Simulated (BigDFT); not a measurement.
Worked example: self-consistent single point of the molecule C₅H₈O₂ in BigDFT.

Level of theory: LDA (Teter-Pade), Daubechies wavelet basis, HGH (Krack) norm-conserving potentials made for LDA, isolated boundary conditions (BigDFT).

SMILES: C=COCC(C)=O
```xyz
15

C     -3.2626     0.4191     0.0766
C     -2.1170     0.1084    -0.3745
O     -0.9305     0.6470     0.1503
C      0.2427    -0.1657    -0.1974
C      1.5198     0.3928     0.4149
C      2.7249    -0.4092     0.1897
O      1.5129     1.4969     1.0756
H     -3.3927     1.2141     0.9354
H     -4.1772     0.0370    -0.2469
H     -2.0484    -0.6197    -1.1054
H      0.3701    -0.2493    -1.2915
H      0.0449    -1.2047     0.2315
H      2.9297    -0.4587    -0.9382
H      2.7118    -1.4193     0.5852
H      3.6583     0.1625     0.6207
```
Charge 0, spin multiplicity 1.

Reference input (self-consistent single point, DFT, LDA (Teter-Pade), Daubechies wavelet basis, HGH (Krack) norm-conserving potentials made for LDA, isolated boundary conditions): basis = Daubechies wavelets; dft.hgrids = 0.33 bohr; dft.rmult = 5 8; dft.ixc = 1; potentials = built-in HGH-K LDA; boundary_conditions = free; dft.gnrm_cv = 1e-05; dft.itermax = 80; dft.idsx = 6; dft.nrepmax = 3. This run's input differs from it in these lines:

```diff
@@ -2,4 +2,4 @@
 dft:
-  hgrids: 0.33
-  rmult: [5, 8]
+  hgrids: 0.528
+  rmult: [3.5, 5]
   ixc: 1
```

Output, abridged:

```
  #------------------------------------------------------------------- Self-Consistent Cycle
 Ground State Optimization:
 - Hamiltonian Optimization: &itrp001
   - Subspace Optimization: &itrep001-01
       Wavefunctions Iterations:
 Calculating wavelets expansion of projectors. Found warnings:  1,
  #WARNING: Projectors too rough: Consider modifying hgrid and/or the localisation radii.
 iter:  1, EKS: -6.41707668430393170E+01, gnrm:  3.04E-01, D: -1.07E+00,
 Calculating wavelets expansion of projectors. Found warnings:  1,
  #WARNING: Projectors too rough: Consider modifying hgrid and/or the localisation radii.
   [... lines left out ...]
  #WARNING: Projectors too rough: Consider modifying hgrid and/or the localisation radii.
 iter:  21, EKS: -6.48951782523714655E+01, gnrm:  1.10E-05, D: -8.50E-09,
 Calculating wavelets expansion of projectors. Found warnings:  1,
  #WARNING: Projectors too rough: Consider modifying hgrid and/or the localisation radii.
 iter:  22, EKS: -6.48951782567070410E+01, gnrm:  7.29E-06, D: -4.34E-09,
       -  &FINAL001  { #---------------------------------------------------------- iter: 23
 Calculating wavelets expansion of projectors. Found warnings:  1,
  #WARNING: Projectors too rough: Consider modifying hgrid and/or the localisation radii.
 iter:  23, EKS: -6.48951782583842203E+01, gnrm:  7.29E-06, D: -1.68E-09,  #FINAL
        #Eigenvalues and New Occupation Numbers
       Orbitals: [
   [... 17 lines left out ...]
 Last Iteration                        : *FINAL001
  #---------------------------------------------------------------------- Forces Calculation
 Total electronic charge               :  39.999955680101
 Electric Dipole Moment (AU):
   P vector                            :  [  3.343602E-01, -1.368604E+00, -8.030395E-01 ]
   norm(P)                             :  1.62164932E+00
 Electric Dipole Moment (Debye):
   P vector                            :  [  8.498587E-01, -3.478644E+00, -2.041123E+00 ]
   norm(P)                             :  4.12182105E+00
  #-------------------------------- Warnings obtained during the run, check their relevance!
 WARNINGS:
   [... lines left out ...]
 BigDFT infocode                       :  0
   [... lines left out ...]
 -  {H: [-8.122915257063E-03, -1.250158728344E-02, -1.562369587387E-02]} # 0012
 -  {H: [-2.223217258372E-03, -3.391585711148E-02,  7.612003641201E-03]} # 0013
 -  {H: [-2.188367350287E-02, -2.156133553533E-02, -1.540322791645E-02]} # 0014
 -  {H: [-3.566735031094E-02, -3.111964343657E-02, -2.829399325552E-02]} # 0015
 Energy (Hartree)                      : -6.48951782583842203E+01
 Force Norm (Hartree/Bohr)             :  3.52836811516512083E-01
```

The run converged in 23 iterations. Against the reference run the free energy rises by 392 meV/atom and the largest force goes from 5.509 to 13.22 eV/Å.

The grid can part forces that symmetry would make equal. Forces above 1 eV/Å remain at this geometry. This run is one point of a test of settings, so its values need not be converged; read them against the reference run alone. The geometry comes from a cheaper method or was typed, in some cases with atoms then moved at random; it is not relaxed at this level, and the species need not be a known compound.

Cost on one core: roughly 22 core-seconds.
